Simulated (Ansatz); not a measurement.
**La5Ge14Ru5 with hamiltonian.hubbard, scf.n_extra_bands, kpoints.mp_grid.shift changed**

All numbers are calculated (PBEsol, no spin polarisation, no spin-orbit coupling; Ansatz, PAW set soft_2, 420 eV, k-mesh 3×3×3), not measured. These are the settings of the reference run.

Cell:

```
cell
1.0
    -6.5899   -2.1966    5.0442
    -2.1966    6.5899   -5.0442
     2.1966   -6.5899   -5.0442
Ge La Ru
14 5 5
Direct
  0.0002 0.5763 0.5768
  0.2005 0.3768 0.9766
  0.7998 0.7766 0.1761
  0.5995 0.9761 0.7763
  0.4978 0.7433 0.2430
  0.0979 0.1358 0.4362
  0.3022 0.9451 0.8455
  0.9000 0.3404 0.0404
  0.7021 0.5383 0.6379
  0.6996 0.0430 0.1451
  0.2996 0.4379 0.3358
  0.5004 0.2362 0.7383
  0.1004 0.6455 0.9433
  0.9000 0.8404 0.5404
  0.4000 0.6037 0.8037
  0.9994 0.9985 0.9977
  0.1991 0.7977 0.3983
  0.8006 0.1983 0.5992
  0.6009 0.3992 0.1985
  0.4000 0.9459 0.1459
  0.0048 0.3426 0.3444
  0.2019 0.1444 0.7396
  0.7952 0.5396 0.9378
  0.5981 0.7378 0.5426
```

The reference run of this cell is solved again as a single point with these keys changed:

| key | reference run | changed run |
| --- | --- | --- |
| hamiltonian.hubbard | not typed | {sites: [{species: Ru, l: d, u_eff: 2.0}], double_counting: fll} |
| scf.n_extra_bands | not typed | 4 |
| kpoints.mp_grid.shift | [0.0, 0.0, 0.0] | [0.5, 0.5, 0.5] |

Q: How far do the results move?

A: 

| quantity | reference run | changed run |
| --- | --- | --- |
| largest force (eV/Å) | 0.03 | 0.09 |
| gap on the mesh (eV) | 0.00 | 0.00 |

The Hamiltonian isn't the same, so energies aren't compared. It took 13 iterations.

Caveats: a single point, atoms not relaxed again; a change of U can also leave the f or d shell in another state.
